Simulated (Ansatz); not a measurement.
FeO (rock salt, Fm-3m) under volume change, plane-wave PAW HSE06 (Ansatz code), scaled uniformly.

```csv
V (Å³/atom),E − E(relaxed) (meV/atom),P (GPa)
8.748,61.3,24.73
9.036,25.7,15.11
9.325,6.1,6.95
9.613,0.0,0.02
9.902,5.3,-5.82
10.190,20.4,-10.82
10.478,43.8,-15.08
```

Task: What does a third-order Birch–Murnaghan fit give for V₀, B₀ and B′?

Result: V₀ = 9.61 Å³/atom, B₀ = 212 GPa, B′ = 4.4.

The cell was relaxed with HSE06 under the symmetry of its start. Magnetic state: ferromagnetic, chosen from 3 collinear starts compared on coarse meshes with r²SCAN (ties went to the first, and starts can fall back to one state), not a proven ground state. Textbook magnetic order: antiferromagnetic. Other orbital occupations within this spin state were not tried. The hybrid run found no gap, on a coarse k-mesh.

Potentials: the later of the program's two PAW sets.
